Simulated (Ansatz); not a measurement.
Relaxed-ion elastic tensor of Si$_{2}$W in space group P6_222 (No. 180; Si on 6j, W on 3d) in GPa (Voigt order), the program Ansatz at the PBEsol level (PAW); density 9.99 g/cm³, 13.30 Å³ per atom.

```
 452  86.6   149   0.0   0.0   0.0
86.6   452   149   0.0   0.0   0.0
 149   149   440   0.0   0.0   0.0
 0.0   0.0   0.0   146   0.0   0.0
 0.0   0.0   0.0   0.0   146   0.0
 0.0   0.0   0.0   0.0   0.0   183
```

**Question.** Is the crystal mechanically stable?

**Answer.** Yes: the smallest eigenvalue of C is 146 GPa.

**Question.** Work out the Voigt, Reuss and Hill averages.

**Answer.** K_V = 235, K_R = 234, K_H = 234; G_V = 159, G_R = 156, G_H = 157 GPa.

**Question.** Give Young's modulus, Poisson's ratio, Pugh's ratio and the universal anisotropy index.

**Answer.** E = 9KG/(3K + G) = 386 GPa; ν = 0.23; K/G = 1.49 (brittle by the Pugh limit of 1.75); A_U = 5G_V/G_R + K_V/K_R − 6 = 0.08.

**Question.** Estimate the sound speeds and the Debye temperature.

**Answer.** v_l = √((K + 4G/3)/ρ) = 6670 m/s, v_t = √(G/ρ) = 3970 m/s, mean 4400 m/s; Θ = (h/k)(3n/4πV)^(1/3) v_m = 552 K.

**Question.** Solve the Christoffel equation for the three sound speeds along x, y, z.

**Answer.** Eigenvalues of C_ijkl n_j n_l equal ρv². In km/s, slowest first: x 3.82, 4.28, 6.73; y 3.82, 4.28, 6.73; z 3.82, 3.82, 6.64.

**Question.** How much does each axis shrink under pressure?

**Answer.** Linear compressibilities β_i = Σ_j S_ij (j = 1 to 3): x 1.5, y 1.5, z 1.2 per TPa.

The first step of the workflow began from a Materials Project structure, measured or hypothetical; the Crystallography Open Database copy checked does not list it. It is not the phase usual at ambient conditions (space group No. 139). The cell was relaxed with PBEsol under the symmetry of its start; of distortions, only those at the zone centre were tested. The run is not spin-polarised. As this level gives no gap, shear constants depend on the k-mesh and smearing (Fermi–Dirac, 0.1 eV here). Scalar-relativistic: spin–orbit coupling is off unless named, which matters more the heavier the elements.

Potentials: the later of the program's two PAW sets.
